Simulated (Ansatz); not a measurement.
Relaxed-ion elastic tensor of IrPt (CsCl type, Pm-3m) in GPa (Voigt order), r²SCAN (plane waves, PAW; program Ansatz); density 21.36 g/cm³, 15.05 Å³ per atom.

```
85.8   407   407   0.0   0.0   0.0
 407  85.8   407   0.0   0.0   0.0
 407   407  85.8   0.0   0.0   0.0
 0.0   0.0   0.0   211   0.0   0.0
 0.0   0.0   0.0   0.0   211   0.0
 0.0   0.0   0.0   0.0   0.0   211
```

### Question
Is the crystal mechanically stable?

### Answer
No: the smallest eigenvalue of C is -321 GPa.

The start of the workflow was typed in or built on a structure type; neither database checked (COD, Materials Project) lists it. Its standing as an ambient phase is unchecked. The r²SCAN relaxation kept the symmetry of its start. At this level the phase is mechanically unstable. The run is not spin-polarised. Its formation energy is positive at this level, so the cell may be metastable or incomplete. As this level gives no gap, shear constants depend on the k-mesh and smearing (Fermi–Dirac, 0.1 eV here). Scalar-relativistic: spin–orbit coupling is off unless named, which matters more the heavier the elements.

Potentials: the earlier of the program's two PAW sets.
